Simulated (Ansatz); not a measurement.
## Calculated with Ansatz: Li₄GaGe₂, settings compared

input.yaml:

```yaml
crystal:
  lattice:
    - [4.679221, 0.0, 0.0]
    - [-2.339611, 4.052332, 0.0]
    - [-2.339611, 1.350777, 6.406294]
  atoms:
    - { symbol: Ge, position: [0.40695, 0.59305, 0.22085] }
    - { symbol: Ge, position: [0.26645, 0.73355, 0.79935] }
    - { symbol: Ga, position: [0.1244, 0.8756, 0.3732] }
    - { symbol: Li, position: [0.836, 0.164, 0.508] }
    - { symbol: Li, position: [0.7006, 0.2994, 0.1018] }
    - { symbol: Li, position: [0.9967, 0.0033, 0.9901] }
    - { symbol: Li, position: [0.541, 0.459, 0.623] }
  symmetry: { tolerance: 0.0003 }
kpoints:
  mp_grid: { grid: [5, 5, 5], shift: [0, 0, 0] }
magnetization:
  spin_polarized: false
scf:
  occupations: { method: gaussian, width: 0.2982 }
hamiltonian:
  pseudopotentials: { kind: paw }
  xc: pbe
basis:
  ecutwfc: 420
output:
  forces: true
  stress: true
  eigenvalues: true
```

The command:

```bash
ansatz run input.yaml --threads 1 --pin off --max-ram 2560MiB --backend cpu --events-out ev --progress --plain --runs-dir out
```

Origin of the cell: a known structure type with other elements, at an estimated volume, so it need not be a known compound.

Output of this run (shortened):

```
Warning: crystal.lattice misses the space group found at crystal.symmetry.tolerance 3.0e-4 in a digit that the deck types, which is why this is a warning: making the lattice exact moves one o […]
Pseudopotentials: kind: paw
Pseudopotential: Ge, paw, valence charge 14, recommended cutoff 420 eV (normal), Ge.paw.azcp
Pseudopotential: Ga, paw, valence charge 13, recommended cutoff 420 eV (normal), Ga.paw.azcp
Pseudopotential: Li, paw, valence charge 3, recommended cutoff 420 eV (normal), Li.paw.azcp
Functional definition: PBE
  exchange = pbe_x(kappa = kappa, mu = beta*pi^2/3)
  correlation = pbe_c(beta = beta)
Crystal: 7 atoms, lattice volume = 121.475 Å³
Basis set: ecut = 420 eV, 2379 PW (Γ), exchange–correlation on 64×64×96 points (8 copies of the dense FFT grid, shifted against one another)
Bands: 34, of which v1, the nominal top of the filled ones, is band 27 counted from 1 (26 counted from 0)
Symmetry: 6 space group operations
[… 8 lines left out …]
Initial density: superposition of atomic densities (neutral atoms: chi_scale 0, normalization atom), corrected by the library's trained network
Functional: x = pbe(κ = 0.804, μ = 0.219515), c = pbe(β = 0.066725)
SCF iter   1: F=—  HF=-13193.219665 eV  Δρ=2.81e-3  dr2=6.02e-2
SCF iter   2: F=—  HF=-13193.211197 eV  Δρ=1.69e-3  dr2=2.40e-2
SCF iter   3: F=—  HF=-13193.207232 eV  Δρ=9.49e-4  dr2=1.97e-3
SCF iter   4: F=—  HF=-13193.206098 eV  Δρ=4.03e-4  dr2=5.87e-4
SCF iter   5: F=—  HF=-13193.205960 eV  Δρ=1.71e-4  dr2=5.87e-5
SCF iter   6: F=—  HF=-13193.205910 eV  Δρ=9.20e-5  dr2=7.80e-6
SCF iter   7: F=—  HF=-13193.205905 eV  Δρ=2.90e-5  dr2=1.55e-6
SCF iter   8: F=—  HF=-13193.205905 eV  Δρ=8.92e-6  dr2=1.82e-7
SCF iter   9: F=-13193.205905 eV  HF=-13193.205905 eV  Δρ=4.07e-6  dr2=2.53e-8
SCF 1 converged in 9 iterations: F = -13193.205905 eV  dr2 = 2.53e-8
SCF converged after 9 iterations
Free energy (F): -13193.205905 eV
Harris-Foulkes:  -13193.205905 eV  (|F-HF|=4.68e-8)
Internal energy: -13193.064143 eV  (E = F + TS)
E sigma→0 (E₀):  -13193.135024 eV
Entropy (-TS):   -0.141762 eV (-20.252 meV/atom)
Fermi energy:    5.920434 eV
--- Per-component energies (eV) ---
  E_band       = -757.232306
  E_kinetic    = 422.530561
  E_local      = -7967.176979  (includes V_loc(G=0)·N_el)
  E_nonlocal   = 1121.478935
  E_hartree    = 3490.956235
  E_xc         = -262.626405
  E_vxc        = -241.501740  (∫ρ·V_xc dr)
  E_paw        = -6104.974523  (= ΣΔE_a)
  E_vpaw       = -1074.480975  (= ΣTr[D̂ρ^β])
  E_aug_tail   = 0.000674  (compensation charges beyond the density's cutoff)
  E_ewald      = -3893.252642
  E_smearing   = -0.141762  (= −TS)
  Σ components = -13193.205905   (vs F -13193.205905, Δ=0.00e0)
--- Forces (eV/Å), atoms counted from 1 ---
  atom   1  Ge     0.000000     0.000000    -0.093700
  atom   2  Ge     0.000000     0.000000    -0.172242
  atom   3  Ga    -0.000000    -0.000000     0.650184
  atom   4  Li    -0.000000    -0.000000     0.487145
  atom   5  Li     0.000000     0.000000    -0.514368
  atom   6  Li     0.000000     0.000000    -0.977762
  atom   7  Li    -0.000000    -0.000000     0.620753
  max |Σ_I F_I| component: 1.04e-5 eV/Å
--- Stress (GPa, compression-positive) ---
       -2.847618       0.000000      -0.000000
        0.000000      -2.847618      -0.000000
       -0.000000      -0.000000       2.226805
  P = ⅓ Tr σ = -1.1561 GPa (-11.561 kbar)
```

The same input was run again with these changes:

1. `basis.ecutwfc` 420 → "51.4 Ry"
2. `magnetization` { spin_polarized: false } → { spin_polarized: true } (starts: flip); typed moments: none
3. `accuracy` default → low
4. `basis.ecutrho_ratio` default → 9

```tsv
run	end	SCF iterations	P (GPa)	max force component (eV/Å)	moment (μB)	ΔE(σ→0) (meV/atom)
base	converged	9	-1.16	0.978	–	0
1	converged	9	-1.16	0.978	–	-0.68
2	converged	12	-1.16	0.978	0.00	0.00
3	converged	9	-1.16	0.978	–	0.00
4	converged	9	-1.16	0.978	–	0.00
```

Energies are compared only where functional, datasets, charge and starting cell are the same.

Caveats of the base run: no moments, though an odd count or open d shells may carry them; the k mesh is coarse if the cell is a metal; wide smearing.

Run 2: spin is on but no moment was typed.

The base run ran for 8.8 s on 1 thread of Arm Neoverse V1, with other jobs on the host, peak memory 0.36 GiB, from the program's own first density.
